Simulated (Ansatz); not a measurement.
PbIF:
```cif
data_F2I2Pb2
_chemical_formula_sum 'Pb2 I2 F2'
_space_group_name_H-M_alt 'P 1'
_space_group_IT_number 1
_cell_length_a 4.21117
_cell_length_b 4.21117
_cell_length_c 9.09588
_cell_angle_alpha 90.000
_cell_angle_beta 90.000
_cell_angle_gamma 90.000
loop_
_space_group_symop_operation_xyz
  'x, y, z'
loop_
_atom_site_label
_atom_site_type_symbol
_atom_site_fract_x
_atom_site_fract_y
_atom_site_fract_z
_atom_site_occupancy
Pb1 Pb 0.00000 0.50000 0.84157 1
Pb2 Pb 0.50000 0.00000 0.15843 1
I1 I 0.50000 0.00000 0.66911 1
I2 I 0.00000 0.50000 0.33089 1
F1 F 0.00000 0.00000 0.00000 1
F2 F 0.50000 0.50000 0.00000 1
```

Relaxed with r²SCAN+D4.

Question: Which orbitals make up the states near the band edges in r²SCAN+D4 in the plane-wave PAW code Ansatz?

Answer: Top 1 eV of the valence band: I 5p 85 %, Pb 6s 5 %. Bottom 1 eV of the conduction band: Pb 6p 79 %, I 5p 7 %, outside the projected shells 5 %. Projections are on Löwdin-orthogonalised atomic valence shells; empty p or d shells of many metals are not among them.

Question: Tabulate the density of states.

Answer: States/eV per cell of 6 atoms, in 0.25 eV bins, energy from the valence-band maximum.

```tsv
E (eV)	total	I 5p	F 2p	Pb 6p
-7.87	6.98	0.31	1.87	0.03
-7.62	4.98	0.25	1.20	0.03
-7.37	1.54	0.10	0.27	0.01
-7.12	1.05	0.07	0.14	0.01
-6.87	0.83	0.06	0.07	0.01
-6.62	0.61	0.04	0.02	0.00
-6.37	0.01	0.00	0.00	0.00
-6.12	0.00	0.00	0.00	0.00
-5.87	0.00	0.00	0.00	0.00
-5.62	0.00	0.00	0.00	0.00
-5.37	0.00	0.00	0.00	0.00
-5.12	6.60	0.24	5.34	0.84
-4.87	6.18	0.26	5.01	0.79
-4.62	3.48	0.11	2.95	0.35
-4.37	4.80	0.10	4.30	0.32
-4.12	7.01	0.34	5.74	0.52
-3.87	9.47	0.61	7.53	0.68
-3.62	7.17	0.49	5.62	0.47
-3.37	1.88	0.24	1.16	0.19
-3.12	1.22	0.09	0.79	0.08
-2.87	0.20	0.01	0.13	0.01
-2.62	0.34	0.25	0.02	0.06
-2.37	0.90	0.67	0.07	0.13
-2.12	2.39	1.84	0.19	0.26
-1.87	6.33	4.97	0.56	0.52
-1.62	5.11	3.94	0.43	0.38
-1.37	4.43	3.42	0.31	0.38
-1.12	4.70	3.77	0.27	0.38
-0.87	8.48	7.22	0.36	0.50
-0.62	8.33	7.17	0.33	0.34
-0.37	5.54	4.68	0.19	0.17
-0.12	1.44	1.23	0.03	0.04
0.13	0.00	0.00	0.00	0.00
0.38	0.00	0.00	0.00	0.00
0.63	0.00	0.00	0.00	0.00
0.88	0.00	0.00	0.00	0.00
1.13	0.00	0.00	0.00	0.00
1.38	0.00	0.00	0.00	0.00
1.63	0.00	0.00	0.00	0.00
1.88	0.00	0.00	0.00	0.00
2.13	0.00	0.00	0.00	0.00
2.38	0.03	0.00	0.00	0.03
2.63	0.22	0.01	0.00	0.19
2.88	0.42	0.02	0.01	0.34
3.13	1.30	0.10	0.04	1.01
3.38	3.13	0.32	0.09	2.37
3.63	2.72	0.29	0.09	2.05
3.88	3.04	0.30	0.14	2.26
4.13	3.31	0.25	0.18	2.50
4.38	3.02	0.22	0.19	2.30
4.63	5.39	0.47	0.28	4.08
4.88	4.99	0.52	0.24	3.75
5.13	5.36	0.57	0.27	4.04
5.38	6.92	0.83	0.35	5.20
5.63	7.30	0.97	0.46	5.37
5.88	0.78	0.08	0.05	0.61
6.13	0.05	0.00	0.00	0.04
6.38	0.01	0.00	0.00	0.00
6.63	0.17	0.00	0.00	0.00
6.88	0.26	0.00	0.00	0.00
7.13	0.28	0.00	0.00	0.00
```

Space group P4/nmm. The first step of the workflow began from a Materials Project structure, measured or hypothetical; the Crystallography Open Database files this formula in space group No. 129, but the cells were not matched. Its standing as an ambient phase is unchecked. The r²SCAN+D4 relaxation kept the symmetry of its start; its stability against distortions is not shown here. Spin–orbit coupling is left out wherever it is not named.

Potentials: the later of the program's two PAW sets.
